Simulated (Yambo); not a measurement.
## Optical response of LiBr at -1 % biaxial strain

```
CELL_PARAMETERS angstrom
      4.09335     0.00000     0.00000
     -2.04667     3.54494     0.00000
      0.00000     0.00000     6.68461
ATOMIC_POSITIONS crystal
  Li 0.66667 0.33333 0.87564
  Li 0.33333 0.66667 0.37564
  Br 0.66667 0.33333 0.49936
  Br 0.33333 0.66667 0.99936
```

Yambo, RPA with local fields on PBEsol bands; 9×9×4 mesh, 67 bands, 4 Ry local-field block, 0.2 eV broadening; field along x.

```tsv
E (eV)	Im ε	Re ε	Im ε, independent particles
0.0	0.00	2.62	0.00
0.4	0.00	2.62	0.00
0.8	0.01	2.63	0.01
1.1	0.01	2.65	0.01
1.5	0.01	2.67	0.02
1.9	0.02	2.70	0.03
2.2	0.02	2.73	0.03
2.6	0.03	2.78	0.04
3.0	0.04	2.84	0.05
3.4	0.05	2.92	0.06
3.8	0.06	3.01	0.08
4.1	0.08	3.14	0.11
4.5	0.12	3.31	0.16
4.9	0.26	3.54	0.32
5.2	0.50	3.78	0.61
5.6	0.77	3.90	0.96
6.0	0.95	3.95	1.23
6.4	1.31	4.25	1.82
6.8	2.37	4.49	3.50
7.1	3.19	3.59	4.61
7.5	3.38	2.89	4.90
7.9	3.13	2.22	4.49
8.2	2.91	1.56	4.16
8.6	2.16	1.96	3.93
9.0	2.49	2.30	5.47
9.4	2.96	1.95	5.99
9.8	3.16	1.40	5.21
10.1	2.96	1.15	4.47
10.5	2.90	0.37	3.33
10.9	2.46	0.47	3.01
11.2	2.27	0.27	2.49
11.6	2.18	0.18	2.19
12.0	1.99	0.10	1.89
12.4	1.74	-0.15	1.48
12.8	1.43	-0.05	1.30
13.1	1.39	-0.16	1.12
13.5	0.99	-0.13	0.86
13.9	0.86	0.04	0.83
14.2	0.74	0.16	0.78
14.6	0.68	0.23	0.73
15.0	0.67	0.38	0.81
15.4	0.66	0.35	0.73
15.8	0.52	0.45	0.66
16.1	0.57	0.61	0.87
16.5	0.68	0.57	0.82
16.9	0.60	0.54	0.69
17.2	0.62	0.64	0.78
17.6	0.70	0.67	0.77
18.0	0.74	0.56	0.61
18.4	0.79	0.47	0.50
18.8	0.57	0.33	0.36
19.1	0.47	0.46	0.38
19.5	0.49	0.47	0.36
19.9	0.47	0.47	0.32
```

Structure narrower than a few tenths of an eV can come from the finite k mesh. Convergence of the RPA response with its 9×9×4 mesh was not tested. No excitonic effects at this level.

Spin-orbit coupling is not included.

Geometry strained from the cell relaxed with PBEsol, atoms relaxed again.

This is not the ordinary phase of the substance; no match was found in the copy of COD used, and its stability was not checked.
